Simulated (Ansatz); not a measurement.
PtSe2:
```xyz
3
Lattice="1.8201 1.0508 5.4905 -1.8201 1.0508 5.4905 0.0000 -2.1016 5.4905" Properties=species:S:1:pos:R:3 pbc="T T T"
Pt     0.0000     0.0000     0.0140
Se     0.0000     0.0000    12.4280
Se     0.0000     0.0000     9.5193
```

Relaxed with r²SCAN+D4. Special points in fractions of this cell's reciprocal vectors: Γ (0.000, 0.000, 0.000); T (0.500, 0.500, 0.500); H2 (0.809, 0.191, 0.500); H0 (0.500, -0.191, 0.191); L (0.500, 0.000, 0.000); S0 (0.346, -0.346, 0.000); S2 (0.654, 0.000, 0.346); F (0.500, 0.000, 0.500).

**Question.** List the band energies nearest the Fermi level at these points for the program Ansatz at the r²SCAN+D4 level (PAW).

**Answer.** In eV from the Fermi level; about four levels below and three above (degenerate sets whole), none deeper than 8.9 eV; points with the same levels are listed once.

| k | below | above |
|---|---|---|
| Γ | -4.70 -4.70 -3.09 0.00 0.00 | 0.52 0.76 0.76 |
| T | -4.64 -4.64 -3.01 -2.31 | 0.24 0.24 0.55 0.55 |
| H2 | -3.66 -3.33 -3.11 -1.08 | 0.16 1.28 4.86 |
| L | -3.34 -2.65 -2.34 -1.66 | 0.58 1.05 3.53 |
| S0 | -3.55 -3.41 -3.38 -1.08 | 0.13 1.35 4.53 |
| F | -3.52 -3.00 -2.31 -2.17 | 0.37 1.74 4.30 |

Space group R3m. A made-up cell: these elements were put on the sites of a structure type; neither database checked (COD, Materials Project) lists it. COD files the formula under space group No. 164. Its standing as an ambient phase is unchecked. Symmetry was held in the r²SCAN+D4 relaxation; whether a distortion lowers the energy is not shown. No spin polarisation was allowed. Spin–orbit coupling is left out wherever it is not named.

Potentials: the earlier of the program's two PAW sets.
